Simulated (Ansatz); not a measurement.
Au (diamond, space group No. 227), a = b = c = 6.0779 Å, α = β = γ = 90.00°; the cell used has 2 atoms.

Relaxed with r²SCAN.

### Question
Which orbitals make up the states near the Fermi level in the program Ansatz at the r²SCAN level (PAW)?

### Answer
Within 0.5 eV of the Fermi level: Au 6s 56 %, Au 5d 36 %, outside the projected shells 7 %. Projections are on Löwdin-orthogonalised atomic valence shells; empty p or d shells of many metals are not among them.

### Question
Tabulate the density of states.

### Answer
States/eV per cell of 2 atoms, in 0.25 eV bins, energy from the Fermi level.

```csv
E (eV),total,Au 5d,Au 6s,Au 5p
-6.45,0.00,0.00,0.00,0.00
-6.20,0.09,0.00,0.09,0.00
-5.95,0.24,0.01,0.23,0.00
-5.70,0.36,0.02,0.33,0.00
-5.45,0.52,0.05,0.45,0.00
-5.20,0.79,0.15,0.63,0.00
-4.95,7.39,6.16,1.20,0.01
-4.70,10.56,9.35,1.16,0.01
-4.45,12.11,10.87,1.18,0.02
-4.20,3.09,3.08,0.01,0.00
-3.95,4.50,4.42,0.06,0.01
-3.70,4.92,4.63,0.26,0.01
-3.45,3.79,3.43,0.33,0.01
-3.20,2.73,2.53,0.17,0.00
-2.95,3.55,3.41,0.11,0.00
-2.70,3.37,3.28,0.05,0.00
-2.45,4.34,4.22,0.07,0.01
-2.20,2.77,2.69,0.05,0.00
-1.95,1.18,1.08,0.08,0.00
-1.70,3.99,3.73,0.21,0.01
-1.45,6.67,6.39,0.22,0.01
-1.20,6.75,6.43,0.26,0.01
-0.95,1.25,0.83,0.37,0.00
-0.70,1.02,0.55,0.42,0.00
-0.45,0.96,0.48,0.44,0.00
-0.20,0.82,0.35,0.43,0.00
0.05,0.68,0.23,0.39,0.00
0.30,0.54,0.12,0.34,0.00
0.55,1.25,0.27,0.83,0.00
0.80,0.77,0.16,0.51,0.00
1.05,0.62,0.12,0.41,0.00
1.30,0.52,0.09,0.35,0.00
1.55,0.45,0.07,0.30,0.00
1.80,0.40,0.06,0.27,0.00
2.05,0.35,0.05,0.23,0.00
2.30,0.32,0.04,0.21,0.00
2.55,0.60,0.04,0.19,0.00
2.80,0.90,0.04,0.18,0.00
3.05,0.84,0.04,0.17,0.00
3.30,0.81,0.03,0.16,0.00
3.55,0.85,0.03,0.15,0.00
3.80,0.93,0.03,0.14,0.00
4.05,1.05,0.03,0.13,0.00
4.30,1.02,0.02,0.11,0.00
4.55,1.00,0.02,0.10,0.00
4.80,0.96,0.02,0.10,0.00
```

Space group Fd-3m (diamond). The start of the workflow was typed in or built on a structure type; neither database checked (COD, Materials Project) lists it. It is not the phase usual at ambient conditions (space group No. 225). The cell was relaxed with r²SCAN under the symmetry of its start. At this level the phase is mechanically unstable. Spin–orbit coupling is left out wherever it is not named.

Potentials: the earlier of the program's two PAW sets.
